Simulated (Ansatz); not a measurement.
Given:

Rb (simple cubic, Pm-3m), a = b = c = 4.623 Å, α = β = γ = 90.00°.

This is the PBE-relaxed structure.

Question: All from PBE in the plane-wave PAW code Ansatz, unless another level is named. Give the density of states at the Fermi level.

Answer: 0.90 states/eV per atom (mean over ±0.08 eV).

Question: Give the gap with spin–orbit coupling.

Answer: none (metallic).

The cell is a constructed one: a structure type filled with these elements; neither database checked (COD, Materials Project) lists it. It is not the phase usual at ambient conditions (space group No. 229). Symmetry was held in the PBE relaxation. At this level the phase is mechanically unstable. Scalar-relativistic: spin–orbit coupling is off unless named, which matters more the heavier the elements.

Potentials: the later of the program's two PAW sets.
